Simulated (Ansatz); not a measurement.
This Ga3Se structure is the end of a relaxation. It was relaxed at this level from a Materials Project cell.

All numbers below come from DFT PBE, scalar-relativistic, plane waves, PAW in Ansatz 0.2.0. Cutoff 420 eV, Γ-centred mesh, Gaussian smearing, no spin polarisation.

```
Ga Se
1.0
     4.40843    0.00000    0.00000
     0.00000    4.40843    0.00000
     0.00000    0.00000    4.40843
Ga Se
3 1
Cartesian
  0.0000 2.2042 2.2042
  2.2042 0.0000 2.2042
  2.2042 2.2042 0.0000
  0.0000 0.0000 0.0000
```

Energies over the elements count from the elements' standard structures at the same level, with no fitted energy shifts.

(1) Find its symmetry and describe it.

(2) What is its formation energy per atom?

(3) Is it a metal?

Results:

(1) Pm-3m (No. 221), with Ga and Se ordered on fcc sites. Conventional cell: a = 4.408 Å. Ga has 4 Se at 3.12 Å and 8 Ga at 3.12 Å; Se is surrounded by 12 Ga at 3.12 Å.

(2) −0.05 eV/atom.

(3) Yes, bands cross the Fermi level on the 10×10×10 mesh.

The last run used a 10×10×10 mesh for its 4-atom cell and Gaussian smearing of 0.10 eV. An odd number of electrons in the primitive cell allows no gap without spin; a larger cell or a magnetic state could open one. The cell is a metal run without spin; a magnetic state may lie lower. The reference form of Se is held partly by dispersion forces, which this level lacks. A structure relaxed within its symmetry needn't be a true minimum. Another cell of Ga3Se relaxed alike, in R-3m, lies 102 meV/atom lower, so this cell isn't the stable form at this level.
